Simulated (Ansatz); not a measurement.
CsCdCl3 (cubic perovskite)

```yaml
crystal:
  lattice:
    - [5.11311, 0.00000, 0.00000]
    - [0.00000, 5.11311, 0.00000]
    - [0.00000, 0.00000, 5.11311]
  atoms:
    - { symbol: Cs, position: [0.00000, 0.00000, 0.00000] }
    - { symbol: Cd, position: [0.50000, 0.50000, 0.50000] }
    - { symbol: Cl, position: [0.00000, 0.50000, 0.50000] }
    - { symbol: Cl, position: [0.50000, 0.00000, 0.50000] }
    - { symbol: Cl, position: [0.50000, 0.50000, 0.00000] }
```

The slice is a {100} plane (indices of the conventional cell) through the point (0.000, 0.000, 0.000) (fractional), spanned by u = [100] and v = [010] in vectors of this cell: u (5.11 Å) and v (5.11 Å, at 90° to u). It covers one period; positions are fractions (u, v).

Level of theory: LDA (plane waves to 420 eV, PAW, scalar-relativistic; Ansatz, a program for electronic structure). k mesh 7×7×7. Near the nuclei the fields are pseudised (PAW); where an atom keeps semicore shells as valence, they peak there. CsCdCl3 was relaxed with its symmetry unable to fall.

Sketch the electrostatic potential energy of an electron, from the cell's mean on this plane as a map.


```
|xxxxxx  =*%%@@@@@%%*=  xxxxx|
|xxxxxx .=*%%@@@@@%%*=. xxxxx|
|xxxxx  -+#%@@@@@@@%#+-  xxxx|
|xxxx  .=*#%@@@@@@@%#*=.  xxx|
|xxx   -+#%@@@@@@@@@%#+-   xx|
|    .-+#%%@@@@@@@@@%%#+-.   |
|  .-=+#%%@@%%%%%%%@@%%#+=-. |
|===+*#%%%%%#*+++*#%%%%%#*+==|
|***##%%@%%*=xxxxx=*%%@%%##**|
|#%%%%@@@%*-xxxxxxx-*%@@@%%%%|
|%%%@@@@%#=xxxxxxxxx=#%@@@@%%|
|@@@@@@@%*xxxxxxxxxxx*%@@@@@@|
|@@@@@@@%+xxxxxxxxxxx+%@@@@@@|
|@@@@@@@%+xxxxxxxxxxx+%@@@@@@|
|@@@@@@@%+xxxxxxxxxxx+%@@@@@@|
|@@@@@@@%*xxxxxxxxxxx*%@@@@@@|
|%%%@@@@%#=xxxxxxxxx=#%@@@@%%|
|#%%%%@@@%*-xxxxxxx-*%@@@%%%%|
|***##%%@%%*=xxxxx=*%%@%%##**|
|===+*#%%%%%#*+++*#%%%%%#*+==|
|  .-=+#%%@@%%%%%%%@@%%#+=-. |
|    .-+#%%@@@@@@@@@%%#+-.   |
|xxx   -+#%@@@@@@@@@%#+-   xx|
|xxxx  .=*#%@@@@@@@%#*=.  xxx|
|xxxxx  -+#%@@@@@@@%#+-  xxxx|
|xxxxxx .=*%%@@@@@%%*=. xxxxx|
|xxxxxx  =*%%@@@@@%%*=  xxxxx|
|xxxxxx  =*#%@@@@@%#*=  xxxxx|
```
Scale: ten equal steps from -2.00 (start of ' ') to 6.40 (end of '@'), in the order ' .:-=+*#%@'. Values: electrostatic potential energy of an electron, from the cell's mean, in eV. The map has 28 points along u (one character each, u = 0 at the left) and 28 along v (v = 0 in the bottom row). Points within 1 Å of a nucleus are blanked (x), as the pseudised field means little there. Values under -2 eV are set to -2. The zero, the cell's mean, hangs on the PAW cores.
